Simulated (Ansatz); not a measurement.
Data:

KVF3:
```
CELL_PARAMETERS angstrom
      0.00000     4.11810     4.11810
      4.11810     0.00000     4.11810
      4.11810     4.11810     0.00000
ATOMIC_POSITIONS crystal
  K  0.25000 0.25000 0.25000
  V  0.50000 0.50000 0.50000
  F  0.75000 0.25000 0.25000
  F  0.25000 0.75000 0.25000
  F  0.25000 0.25000 0.75000
  K  0.75000 0.75000 0.75000
  V  0.00000 0.00000 0.00000
  F  0.25000 0.75000 0.75000
  F  0.75000 0.25000 0.75000
  F  0.75000 0.75000 0.25000
```
The run is spin-polarised.

This is the r²SCAN-relaxed structure.

Problem. All from the program Ansatz at the r²SCAN level (PAW), unless another level is named. Estimate the magnetic order.

Solution. antiferromagnetic.

Problem. What about the Bader charges?

Solution. K +0.90, V +1.60, F -0.83 e.

Space group Pm-3m (cubic perovskite). The first step of the workflow began from a Materials Project structure, measured or hypothetical; the Crystallography Open Database files this formula in space group No. 221, but the cells were not matched. Whether it is the stable phase at ambient conditions was not checked. Symmetry was held in the r²SCAN relaxation, as lowered by the spin order; whether a distortion lowers the energy is not shown. Spin order of the final state: antiferromagnetic, chosen from 3 collinear starts compared on coarse meshes (ties went to the first, and starts can fall back to one state), not a proven ground state. Other orbital occupations within this spin state were not tried. No Hubbard U is applied.

Potentials: the later of the program's two PAW sets.
